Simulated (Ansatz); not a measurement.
BaHI in space group P4/nmm (No. 129; Ba on 2c, H on 2a, I on 2c), r²SCAN (plane waves, PAW; program Ansatz). The conduction-band minimum lies at Z, with 1 equivalent valley. Second derivatives d²E/dk² of the lowest band at one valley (eV·Å²), along Cartesian directions:

```csv
direction,d²E/dk²
[100],18.98
[010],18.98
[001],8.795
[110],18.98
[101],13.89
[011],13.89
```

Q: Find the principal effective masses, the density-of-states mass and the conductivity mass.

A: Off-diagonal terms follow from H_xy = H[110] − (H_xx + H_yy)/2, and m*/mₑ = 7.620 eV·Å² over each eigenvalue: 0.40, 0.40, 0.87. One valley's DOS mass (m₁m₂m₃)^(1/3) = 0.52, conductivity mass 3/(Σ 1/mᵢ) = 0.49 mₑ.

Q: What effective density of states Nc follows at 300 K for parabolic valleys?

A: Nc = 2.509e19 × 1 × (0.52)^(3/2) ≈ 9.4e18 cm⁻³.

Q: With the computed static dielectric constant 9.63 (mean of the diagonal), estimate a hydrogenic donor's binding energy and radius.

A: E = 13.606 eV × 0.49/9.63² ≈ 72 meV; a = 0.529 Å × ε/m* ≈ 10 Å. Semilocal masses tend to be too small where the gap is.

The workflow started from a Materials Project entry (that database holds measured and hypothetical structures alike); the Crystallography Open Database files this formula in space group No. 129, but the cells were not matched. Whether it is the stable phase at ambient conditions was not checked. Symmetry was held in the r²SCAN relaxation; of distortions, only those at the zone centre were tested. Spin–orbit coupling is left out wherever it is not named.

Potentials: the later of the program's two PAW sets.
